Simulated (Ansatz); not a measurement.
Values for one crystal, relaxed and computed with r²SCAN in the plane-wave PAW code Ansatz; other levels are named.

```yaml
volume_per_atom: 16.68 Å³
electronic_character: metallic (no gap)
Density of states at the Fermi level: 0.65 states/eV per atom (mean over ±0.08 eV)
Formation energy from the elements (no fitted shifts): -0.16 eV/atom
```

### Question
Pick the material that matches.
A. LiZn3, Fm-3m (Li on 4a, Zn on 8c, Zn on 4b)
B. YFe5, P6/mmm (Y on 1a, Fe on 2c, Fe on 3g)
C. Nb2Tc, Fmmm (Nb on 8i, Tc on 4a)
D. SrPd, Cmcm (Sr on 4c, Pd on 4c)

### Answer
C, Nb2Tc, Fmmm (Nb on 8i, Tc on 4a)

The workflow started from a Materials Project entry (that database holds measured and hypothetical structures alike); the Crystallography Open Database copy checked does not list it. With Nb and Tc taken as one species the cell has the higher symmetry Im-3m, so it may be an ordered model of a mixed-site phase. Whether it is the stable phase at ambient conditions was not checked. The r²SCAN relaxation kept the symmetry of its start; whether a distortion lowers the energy is not shown. No spin polarisation was allowed. The references are the lowest solids computed at this level, not always the standard phases. Scalar-relativistic: spin–orbit coupling is off unless named, which matters more the heavier the elements.

Potentials: the later of the program's two PAW sets.
